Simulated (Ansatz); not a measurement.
Input and command of a plane-wave DFT calculation in Ansatz:

```yaml
crystal:
  lattice:
    - [2.606, 0.019545, 0.0]
    - [0.019545, 2.606, 0.0]
    - [0.0, 0.0, 2.606]
  atoms:
    - { symbol: Be, position: [0.0, 0.0, 0.0] }
    - { symbol: Co, position: [0.5, 0.5, 0.5], spin: 0.49 }
basis:
  ecutwfc: 420
kpoints:
  mp_grid: { grid: [18, 18, 18] }
hamiltonian:
  xc: pbesol
scf:
  occupations: { method: gaussian, width: 0.15 }
output:
  forces: true
  stress: true
  eigenvalues: true
  populations: true
magnetization:
  spin_polarized: true
```

```bash
ansatz run input.yaml --threads 1 --pin off --max-ram 2560MiB --backend cpu --events-out ev --progress --plain --runs-dir out
```

Processor: Arm Neoverse V1, 1 thread, on a host shared with other jobs.

**Question.** Estimate time, memory and problem size.

**Answer.** About 51 s on 1 thread of Arm Neoverse V1 (shared host), peak memory 0.64 GiB. It solves 14 bands at 910 k points (the mesh reduced by symmetry) with about 353 plane waves, in 11 SCF iterations.
